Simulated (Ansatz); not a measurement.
An input for the plane-wave PAW code Ansatz:

```yaml
crystal:
  lattice:
    - [0.0, 2.8639319683, 2.8639319683]
    - [2.8639319683, 0.0, 2.8639319683]
    - [2.8639319683, 2.8639319683, 0.0]
  atoms:
    - { symbol: Yb, position: [0.5, 0.5, 0.5] }
    - { symbol: Se, position: [0.0, 0.0, 0.0] }
basis:
  ecutwfc: 420
  ecutrho_ratio: 4
kpoints:
  mp_grid: { grid: [10, 10, 10] }
hamiltonian:
  xc: pbesol
scf:
  occupations: { method: gaussian, width: 0.05 }
output:
  forces: true
  stress: true
  eigenvalues: true
```

Launched as:
```sh
ansatz run input.yaml --threads 4 --pin off --max-ram 8192MiB --backend cpu --events-out ev --progress --plain --runs-dir out
```

The start was a prototype's sites filled with these elements; the Crystallography Open Database holds the compound in this structure.

Question: Before reading the output: what should come out?

Answer: Pressure 0.0 GPa, gap on the mesh zero (metallic) (PBEsol, scalar-relativistic).

Question: About how long does the run take on 4 threads of Arm Neoverse V1, on a shared host, and how much memory does it need?

Answer: About 1.1 s, with a peak of 0.39 GiB.

The output:

```
Pseudopotentials: kind: paw
Pseudopotential: Yb, paw, valence charge 24, recommended cutoff 420 eV (normal), Yb.paw.azcp
Pseudopotential: Se, paw, valence charge 16, recommended cutoff 420 eV (normal), Se.paw.azcp
Crystal: 2 atoms, lattice volume = 46.981 Å³
Basis set: ecut = 420 eV, 941 PW (Γ), exchange–correlation on 60×60×60 points (8 copies of the dense FFT grid, shifted against one another)
Bands: 24, of which v1, the nominal top of the filled ones, is band 20 counted from 1 (19 counted from 0)
Symmetry: 48 space group operations
Space group: Fm-3m (ITA 225), of the structure as read, at distance tolerance 3.6e-5 Å
k-points: 47 of 1000
Initial density: superposition of atomic densities (neutral atoms: chi_scale 0, normalization atom), corrected by the library's trained network
Initial wavefunctions: pseudopotential atomic-orbital guess
Functional: x = pbesol(κ = 0.804, μ = 0.12346), c = pbesol(β = 0.046)
```

```
SCF iter   1: F=—  HF=-19104.700567 eV  |F-HF|=—  |Δ(HF+E_count)|=         —  Δρ=3.77e-3  dr2=9.30e-3  ethr=1.77e-3  ⟨swp⟩=5.2  Hψ=4842  notcnv=0
SCF iter   2: F=—  HF=-19104.694874 eV  |F-HF|=—  |Δ(HF+E_count)|=   5.69e-3  Δρ=1.21e-3  dr2=5.99e-4  ethr=2.33e-5  ⟨swp⟩=2.1  Hψ=2616  notcnv=0
SCF iter   3: F=—  HF=-19104.694592 eV  |F-HF|=—  |Δ(HF+E_count)|=   2.82e-4  Δρ=5.73e-4  dr2=7.11e-5  ethr=1.50e-6  ⟨swp⟩=2.3  Hψ=1805  notcnv=0
SCF iter   4: F=—  HF=-19104.694574 eV  |F-HF|=—  |Δ(HF+E_count)|=   1.81e-5  Δρ=1.45e-4  dr2=6.73e-6  ethr=1.78e-7  ⟨swp⟩=2.3  Hψ=1974  notcnv=0
SCF iter   5: F=—  HF=-19104.694573 eV  |F-HF|=—  |Δ(HF+E_count)|=   1.48e-6  Δρ=4.38e-5  dr2=5.88e-7  ethr=1.68e-8  ⟨swp⟩=2.2  Hψ=1929  notcnv=0
SCF iter   6: F=-19104.694573 eV  HF=-19104.694573 eV  |F-HF|=2.67e-8  |Δ(HF+E_count)|=   4.70e-8  Δρ=4.76e-6  dr2=4.18e-9  ethr=2.50e-10  ⟨swp⟩=7.4  Hψ=6187  notcnv=0
```

```
SCF 1 converged in 6 iterations: F = -19104.694573 eV  dr2 = 4.18e-9
SCF converged after 6 iterations
Free energy (F): -19104.694573 eV
E sigma→0 (E₀):  -19104.694114 eV
Entropy (-TS):   -0.000916 eV (-0.458 meV/atom)
Fermi energy:    13.500476 eV
--- Per-component energies (eV) ---
  E_band       = -243.709827
  E_kinetic    = 479.549936
  E_local      = -7941.395657  (includes V_loc(G=0)·N_el)
  E_nonlocal   = -40.973777
  E_hartree    = 3614.712891
  E_xc         = -268.655033
  E_vxc        = -305.222256  (∫ρ·V_xc dr)
  E_paw        = -9103.191353  (= ΣΔE_a)
  E_vpaw       = 334.904035  (= ΣTr[D̂ρ^β])
  E_aug_tail   = -0.000558  (compensation charges beyond the density's cutoff)
  E_ewald      = -5846.877748
  E_core_change = 2.137644  (= ΣΔE_core)
  E_smearing   = -0.000916  (= −TS)
--- Forces (eV/Å), atoms counted from 1 ---
  atom   1  Yb     0.00000000     0.00000000     0.00000000
  atom   2  Se     0.00000000     0.00000000     0.00000000
--- Stress (GPa, compression-positive) ---
        0.033244       0.000000       0.000000
        0.000000       0.033244       0.000000
        0.000000       0.000000       0.033244
  P = ⅓ Tr σ = 0.0332 GPa (0.332 kbar)
```

Without a U the 4f levels of Yb lie too near the Fermi level, so their share of the states there, and what hangs on it, is overstated. For elements this heavy, spin–orbit coupling would shift levels and gaps; it isn't included here. Spin polarisation wasn't allowed in this run, so with an open shell this may not be the ground state.
